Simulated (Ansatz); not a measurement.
Calculated ¹⁴N nuclear quadrupole resonance for Ca₄PbN₄

Cell: a Materials Project structure (computed, not necessarily an observed phase), taken as it stands.

Space group P-1 (No. 2); a = 6.1955, b = 6.2224, c = 9.3371 Å, α = 71.66°, β = 85.00°, γ = 68.73°.

| site | Wyckoff | site symmetry | x | y | z |
| --- | --- | --- | --- | --- | --- |
| Ca1 | 2i | 1 | 0.2714 | 0.1748 | 0.2029 |
| Ca3 | 2i | 1 | 0.2513 | 0.7527 | 0.9974 |
| Ca5 | 2i | 1 | 0.2608 | 0.9439 | 0.5773 |
| Ca7 | 2i | 1 | 0.7459 | 0.4710 | 0.5885 |
| Pb | 2i | 1 | 0.2766 | 0.3914 | 0.7691 |
| N11 | 2i | 1 | 0.0010 | 0.7028 | 0.6058 |
| N13 | 2i | 1 | 0.1501 | 0.1740 | 0.9637 |
| N15 | 2i | 1 | 0.4986 | 0.5963 | 0.8019 |
| N17 | 2i | 1 | 0.4961 | 0.8031 | 0.3884 |

One atom of each set is listed.

Method: Kohn–Sham DFT in Ansatz, r2SCAN, plane waves and PAW, scalar-relativistic, 500 eV cutoff, Γ-centred 5×5×3 k-points, Fermi–Dirac smearing 0.02 eV.

¹⁴N: I = 1, Q = 20.44 mb (year-2017 value). Static lattice, zero field.

Problem. At which frequencies do the ¹⁴N NQR lines lie?

Solution. For I = 1 the lines are ν± = (3/4)|C_Q|(1 ± η/3) and ν₀ = |C_Q|η/2.

| site | atoms | V_zz (10²¹ V/m²) | C_Q (MHz) | η | line frequencies (MHz) |
| --- | --- | --- | --- | --- | --- |
| N11 | 2 | 6.36 | 3.14 | 0.24 | 0.381, 2.17, 2.55 |
| N13 | 2 | 7.99 | 3.95 | 0.10 | 0.188, 2.87, 3.06 |
| N15 | 2 | 5.93 | 2.93 | 0.33 | 0.478, 1.96, 2.44 |
| N17 | 2 | 6.00 | 2.96 | 0.37 | 0.551, 1.95, 2.50 |

At N11, N13 and N17 V_zz points along its shortest bond, to Pb (within 6°) in each case. At N15 V_zz points along its one bond to Pb (within 5°).

Without spin–orbit coupling the gradients at and beside Pb can be off by some per cent, at some sites by more.
